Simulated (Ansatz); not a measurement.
Values for one crystal, relaxed and computed with plane-wave PAW r²SCAN (Ansatz code); other levels are named.

| Property | Result |
|---|---|
| Volume per atom | 16.42 Å³ |
| Electronic character | metallic (no gap) |
| Formation energy from the elements (no fitted shifts) | -0.36 eV/atom |
| Density of states at the Fermi level | 0.29 states/eV per atom (mean over ±0.08 eV) |

Problem. Pick the material that matches.
A) Ta3Ga2, P4/mbm (Ta on 4h, Ta on 2a, Ga on 4g)
B) LaGa3Cu, I-4m2 (La on 2a, Ga on 4e, Ga on 2c, Cu on 2d)
C) LaGa2Pd2, P4/nmm (Pearson symbol tP10)
D) YGaAu, C2/m (Y on 4i, Ga on 4i, Au on 4i)

Solution. A, Ta3Ga2, P4/mbm (Ta on 4h, Ta on 2a, Ga on 4g)

The workflow started from a Materials Project entry (that database holds measured and hypothetical structures alike); the Crystallography Open Database copy checked does not list it. Its standing as an ambient phase is unchecked. The cell was relaxed with r²SCAN under the symmetry of its start; its stability against distortions is not shown here. No spin polarisation was allowed. The references are the lowest solids computed at this level, not always the standard phases. Spin–orbit coupling is left out wherever it is not named.

Potentials: the later of the program's two PAW sets.
